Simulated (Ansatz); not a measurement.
The calculation used DFT PBE, scalar-relativistic, plane waves, PAW in Ansatz. The screen uses 420 eV, coarse Γ-centred meshes (up to 0.6 Å⁻¹ on the start cell), Gaussian smearing of 0.2 eV, tolerances of 0.08 eV/Å and 0.8 GPa and 16 steps at most, with the symmetry of each start kept. No spin polarisation. Energies are free energies per atom, good to about 0.1 eV/atom between metallic cells, end volumes are rough, and groups of ends are read at 0.1 Å.

Two unrelaxed guesses for ZrGe₂Pd₃:

A.

Space group P6/mmm (No. 191). a = 5.600 Å, b = 5.600 Å, c = 3.510 Å, α = 90.00°, β = 90.00°, γ = 120.00°
| atom | site | symmetry | x | y | z |
| --- | --- | --- | --- | --- | --- |
| Zr | 1a | 6/mmm | 0.0000 | 0.0000 | 0.0000 |
| Ge | 2c | -6m2 | 0.6667 | 0.3333 | 0.0000 |
| Pd | 3g | mmm | 0.0000 | 0.5000 | 0.5000 |

B.

Space group P-3m1 (No. 164). a = 4.184 Å, b = 4.184 Å, c = 6.420 Å, α = 90.00°, β = 90.00°, γ = 120.00°
```csv
atom,site,symmetry,x,y,z
Zr,1a,-3m.,0.0000,0.0000,0.0000
Ge,2d,3m.,0.3333,0.6667,0.8895
Pd,3f,.2/m.,0.5000,0.0000,0.5000
```

Question: Compare their energies before and after the relaxation.

Answer: As given, A is lower by 2.68 eV/atom. Relaxed, both fall into the same structure; the 0.03 eV/atom left between them can come from the coarse meshes or the loose tolerances. A goes from P6/mmm at 15.9 Å³/atom to P6/mmm at 17.3 Å³/atom and gains 0.16 eV/atom. B goes from P-3m1 at 16.2 Å³/atom to P6/mmm at 17.2 Å³/atom and gains 2.86 eV/atom. The closest pair in A goes from Ge–Pd at 2.39 Å to Ge–Pd at 2.54 Å. The closest pair in B goes from Pd–Pd at 2.09 Å to Ge–Pd at 2.54 Å. At the end, in A: Zr is surrounded by 6 Ge at 3.18 Å and 12 Pd at 3.39 Å; Ge has 6 Pd at 2.54 Å, 3 Zr at 3.18 Å and 3 Ge at 3.18 Å; around Pd lie 4 Ge at 2.54 Å, 4 Pd at 2.75 Å and 4 Zr at 3.39 Å. The lowest end among all the guesses of this search lies 0.19 eV/atom under the better of the two.
